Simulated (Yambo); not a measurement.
Material: BaS (rock salt, space group Fm-3m, No. 225); a = b = c = 4.476 Å, α = β = γ = 60.00° (2 atoms in the cell). Cell and atoms were relaxed with PBEsol from Materials Project entry mp-1500, within its symmetry.

With PBEsol (pw.x of Quantum ESPRESSO, ONCV potentials, scalar-relativistic), the gap between the mesh's edge points (Γ → X) is 2.038 eV.

Problem. What does a G0W0 run in Yambo give for it (4×4×4 Γ-centred k mesh, 148 bands and a 10 Ry block in the screening, 148 bands in G with the Bruneval-Gonze terminator, plasmon pole fitted at 27.2 eV)?

Solution. The correction is 1.520 eV, giving 3.558 eV, 1.7 times the PBEsol value.  Nearest settings tried, and what they do to the gap: 92 bands in G: -0 meV; 63 bands in W: -60 meV; 8 Ry block (181 vectors against 283): -48 meV. Not varied: mesh. So the settings aren't converged at that level.
